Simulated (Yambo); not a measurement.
Yambo run on BaO (rock salt, space group Fm-3m, No. 225). The wavefunctions are PBEsol (Quantum ESPRESSO, PseudoDojo norm-conserving, 84 Ry, with spin-orbit coupling) ones on a 4×4×4 mesh (16 occupied bands); a = 3.8789 Å, b = 3.8789 Å, c = 3.8789 Å, α = 60.00°, β = 60.00°, γ = 60.00°.

Yambo input:

```
rim_cut
gw0
dyson
el_el_corr
HF_and_locXC
cohsex
em1s
RandQpts= 1000000
RandGvec= 1 Ry
EXXRLvcs= 84 Ry
VXCRLvcs= 336 Ry
Chimod= "HARTREE"
% BndsRnXs
 1 | 196 |
%
NGsBlkXs= 10 Ry
% LongDrXs
 1.0 | 1.0 | 1.0 |
%
ExtendOut
% QPkrange
 7 | 7 | 16 | 17 |
%
```

k points by index: 7 = X.

Resulting energies as the program prints them:

```
#    K-point    Band    Eo [eV]    E [eV]    E-Eo [eV]    Vxc [eV]    Vnlxc [eV]    Sc|Eo [eV]    Re(Z)    Im(Z)
#
    7    16    0.000000    -3.315282    -3.315282    -18.54833    -23.36460    1.500988    1.000000    0.000000
    7    17    1.793701    1.108890    -0.684811    -8.897416    -4.546001    -5.036225    1.000000    0.000000
```
(The two width columns are left out.) Convergence of these settings isn't established.

Geometry relaxed with PBEsol.
